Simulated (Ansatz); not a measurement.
Data:

K2S:
```yaml
crystal:
  lattice:
    - [5.12608, 0.00000, 0.00000]
    - [-2.56304, 4.43932, 0.00000]
    - [0.00000, 0.00000, 6.78477]
  atoms:
    - { symbol: S, position: [0.33333, 0.66667, 0.25000] }
    - { symbol: S, position: [0.66667, 0.33333, 0.75000] }
    - { symbol: K, position: [0.00000, 0.00000, 0.00000] }
    - { symbol: K, position: [0.00000, 0.00000, 0.50000] }
    - { symbol: K, position: [0.66667, 0.33333, 0.25000] }
    - { symbol: K, position: [0.33333, 0.66667, 0.75000] }
```

This is the LDA-relaxed structure.

Task: All from LDA in the plane-wave PAW code Ansatz, unless another level is named. Estimate the highest zone-centre frequency (without LO–TO term).

Result: 6.68 THz.

Task: Next, the Hill bulk and shear moduli?

Result: 26.2 and 11.8 GPa.

Space group P6_3/mmc. The workflow started from an entry of the Crystallography Open Database (COD), which files this formula under 2 space groups. Its standing as an ambient phase is unchecked. The LDA relaxation kept the symmetry of its start; phonons on a q-mesh show weakly imaginary modes. The volume moved by -35 % from the start of the relaxation. The volume fell by over 15 % from the filed cell, which may lack light atoms or belong to other conditions.

Potentials: the later of the program's two PAW sets.
